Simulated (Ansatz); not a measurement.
Consider the following.

Sr$_{2}$GaSbO$_{6}$:
```yaml
crystal:
  lattice:
    - [0.00000, 3.93611, 3.93611]
    - [3.93611, 0.00000, 3.93611]
    - [3.93611, 3.93611, 0.00000]
  atoms:
    - { symbol: Sr, position: [0.25000, 0.25000, 0.25000] }
    - { symbol: Sr, position: [0.75000, 0.75000, 0.75000] }
    - { symbol: Ga, position: [0.00000, 0.00000, 0.00000] }
    - { symbol: Sb, position: [0.50000, 0.50000, 0.50000] }
    - { symbol: O, position: [0.75048, 0.24952, 0.75048] }
    - { symbol: O, position: [0.24952, 0.75048, 0.24952] }
    - { symbol: O, position: [0.75048, 0.24952, 0.24952] }
    - { symbol: O, position: [0.24952, 0.75048, 0.75048] }
    - { symbol: O, position: [0.75048, 0.75048, 0.24952] }
    - { symbol: O, position: [0.24952, 0.24952, 0.75048] }
```

This is the PBEsol-relaxed structure.

Problem. All from PBEsol (plane waves, PAW; program Ansatz), unless another level is named. Give the bulk modulus (Birch–Murnaghan fit).

Solution. 162 GPa.

Problem. Next, the elastic constants (relaxed ions, GPa)?

Solution. C11 = 279, C12 = 104, C44 = 106.

Space group Fm-3m. The first step of the workflow began from a Materials Project structure, measured or hypothetical; the Crystallography Open Database copy checked does not list it. Whether it is the stable phase at ambient conditions was not checked. Symmetry was held in the PBEsol relaxation; whether a distortion lowers the energy is not shown. Scalar-relativistic: spin–orbit coupling is off unless named, which matters more the heavier the elements.

Potentials: the later of the program's two PAW sets.
